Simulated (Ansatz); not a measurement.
The elements of this relaxed trial crystal are hidden behind letters.

```
lattice vectors (Å)
   4.5706    0.0000    0.0000
  -2.2853    3.9583    0.0000
   0.0000    0.0000    4.9400
fractional positions
X 0.3333 0.6667 0.5000
X 0.6667 0.3333 0.5000
X 0.3333 0.6667 0.0000
X 0.6667 0.3333 0.0000
X 0.0000 0.0000 0.5000
Z 0.0000 0.0000 0.0000
```

Level of theory: DFT PBE, scalar-relativistic, plane waves, PAW in Ansatz. Cutoff 420 eV, Γ-centred 12×12×8 mesh (6-atom cell), Gaussian smearing of 0.10 eV, no spin polarisation.

- Space group: P6/mmm (No. 191)
- Conventional cell: a = 4.571 Å, c = 4.940 Å
- Volume per atom: 14.90 Å³
- Density: 3.18 g/cm³
- Formation energy: +0.28 eV/atom
- Gap on the 12×12×8 mesh of the 6-atom cell: 0 eV (a metal)

Energies are uncorrected and count from the elements' standard states at the same level.

Question: X is a p-block element of period 3 and Z is a p-block element of period 3. Which elements are they?

Answer: X = Si, Z = P, so the formula is Si5P. Density times volume gives a mean mass of 3.18 × 14.90/1.6605 = 28.5 u per atom, and this set has 28.6 u. Among the elements that the hints allow, noble gases aside, only these give it. Around Si on a site of symmetry -6m2 lie 2 Si at 2.47 Å and 6 Si at 2.64 Å; Si on a second site of symmetry -6m2 has 2 Si at 2.47 Å, 3 P at 2.64 Å and 3 Si at 2.64 Å; P is surrounded by 2 Si at 2.47 Å and 6 Si at 2.64 Å; 1 more site not described.

The cell is a metal run without spin; a magnetic state may lie lower. Symmetry constrained the relaxation, so the result can be a saddle point. Another cell of Si5P relaxed alike, in Amm2, lies 146 meV/atom lower, so this cell isn't the stable form at this level.
